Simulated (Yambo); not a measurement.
Yambo input for Cs$_{2}$LiAlF$_{6}$ (space group P-3m1, No. 164) (a = 6.298 Å, b = 6.298 Å, c = 5.103 Å, α = 90.00°, β = 90.00°, γ = 120.00°), on LDA (Quantum ESPRESSO, PseudoDojo norm-conserving, 84 Ry, no spin-orbit coupling) wavefunctions on a 3×3×4 mesh:

```
optics
chi
dipoles
kernel
FFTGvecs= 40 Ry
Chimod= "HARTREE"
NGsBlkXd= 3 Ry
% QpntsRXd
 1 | 1 |
%
% BndsRnXd
 2 | 134 |
%
GrFnTpXd= "R"
% EnRngeXd
 0.0 | 20.0 | eV
%
% DmRngeXd
 0.2 | 0.2 | eV
%
CGrdSpXd= 50
ETStpsXd= 161
% LongDrXd
 1.0 | 0.0 | 0.0 |
%
```

First lines of the file o-*.eps_q1_inv_rpa_dyson:

```
Absorption @ Q(1):   1.00000000     0.00000000     0.00000000    [q->0 direction]
#
# [ X ] Hartree size     :  119
# [GEN] GF Energies     : Slater exchange(X)+Perdew & Wang(C)
# [GEN] Green`s Function     : Retarded
#
# [GEN] Gauge     : Length
# [GEN] [r,Vnl] included     : yes
#
#    E[1] [eV]     Im(eps)     Re(eps)     Im(eps_o)     Re(eps_o)
#
     0.000000     0.129486E-6     2.095818     -0.12796E-17     2.312453
     0.125000     0.337100E-3     2.095924     0.414990E-3     2.312582
     0.250000     0.674646E-3     2.096239     0.830652E-3     2.312971
     0.375000     0.001013     2.096766     0.001248     2.313619
     0.500000     0.001354     2.097504     0.001667     2.314529
     0.625000     0.001697     2.098456     0.002088     2.315700
     0.750000     0.002042     2.099622     0.002514     2.317136
     0.875000     0.002392     2.101005     0.002943     2.318839
     1.000000     0.002745     2.102608     0.003377     2.320811
     1.125000     0.003103     2.104432     0.003817     2.323056
     1.250000     0.003467     2.106482     0.004263     2.325577
     1.375000     0.003838     2.108761     0.004717     2.328379
     1.500000     0.004215     2.111273     0.005179     2.331466
     1.625000     0.004600     2.114023     0.005650     2.334845
     1.750000     0.004994     2.117015     0.006131     2.338520
     1.875000     0.005397     2.120256     0.006623     2.342499
     2.000000     0.005812     2.123753     0.007128     2.346789
     2.125000     0.006237     2.127511     0.007646     2.351397
     2.250000     0.006676     2.131538     0.008178     2.356333
     2.375000     0.007128     2.135843     0.008727     2.361606
     2.500000     0.007596     2.140435     0.009293     2.367227
     2.625000     0.008081     2.145324     0.009879     2.373206
     2.750000     0.008584     2.150521     0.010485     2.379557
     2.875000     0.009107     2.156037     0.011114     2.386293
     3.000000     0.009653     2.161886     0.011769     2.393428
     3.125000     0.010222     2.168082     0.012450     2.400980
     3.250000     0.010818     2.174640     0.013162     2.408965
     3.375000     0.011443     2.181579     0.013906     2.417404
     3.500000     0.012100     2.188916     0.014687     2.426318
     3.625000     0.012793     2.196673     0.015507     2.435729
     3.750000     0.013524     2.204873     0.016371     2.445664
     3.875000     0.014300     2.213541     0.017284     2.456151
     4.000000     0.015124     2.222706     0.018250     2.467222
```
(The file goes on to the top of the energy range.) Convergence of the RPA response with its 3×3×4 mesh was not tested.

Geometry of the Materials Project entry, not relaxed at this level.

The structure is a Materials Project entry; no match was found in the copy of COD used, and its stability was not checked.
